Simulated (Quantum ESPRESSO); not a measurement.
Kohn-Sham bands of AlInN2 (chalcopyrite)

```yaml
crystal:
  lattice:
    - [4.74579, 0.00000, 0.00000]
    - [0.00000, 4.74579, 0.00000]
    - [-2.37290, -2.37290, 4.63882]
  atoms:
    - { symbol: Al, position: [0.25000, 0.75000, 0.50000] }
    - { symbol: Al, position: [0.00000, 0.00000, 0.00000] }
    - { symbol: In, position: [0.75000, 0.25000, 0.50000] }
    - { symbol: In, position: [0.50000, 0.50000, 0.00000] }
    - { symbol: N, position: [0.12500, 0.67448, 0.75000] }
    - { symbol: N, position: [0.92448, 0.87500, 0.25000] }
    - { symbol: N, position: [0.62500, 0.07552, 0.75000] }
    - { symbol: N, position: [0.32552, 0.37500, 0.25000] }
```

Materials Project entry mp-1245856; symmetrised, unrelaxed at this level. Not found in the COD (Crystallography Open Database) copy used; not checked further. Computed values, not measurements, from PBEsol: Quantum ESPRESSO (norm-conserving PseudoDojo potentials, cutoff 68 Ry, no spin polarisation, no spin-orbit coupling) on a Γ-centred 6×6×6 mesh, then Wannier90. Density: 8×8×8 mesh, Gaussian smearing 0.01 Ry. Spin-orbit coupling is left out although heavy elements are present.

Energies are relative to the valence-band maximum; weights are on the orthonormalised atomic waves of the pseudopotential files, averaged over the group. 52 electrons a cell are treated as valence.

Question: Into which isolated groups do the bands fall, where do they lie and what are they made of?

Answer: 
```json
[
 {"bands": "1–4", "from (eV)": "-14.54", "to (eV)": "-13.65", "filling": "filled", "weight on atomic waves": "In 4d 47 %, N 2s 35 %, Al 3p 7 %"},
 {"bands": "5–14", "from (eV)": "-12.99", "to (eV)": "-11.07", "filling": "filled", "weight on atomic waves": "In 4d 79 %, N 2s 12 %"},
 {"bands": "15–26", "from (eV)": "-5.74", "to (eV)": "0.00", "filling": "filled", "weight on atomic waves": "N 2p 72 %, In 5p 8 %, Al 3p 7 %"}
]
```

The Kohn-Sham gap over both meshes and the path is 1.26 eV.
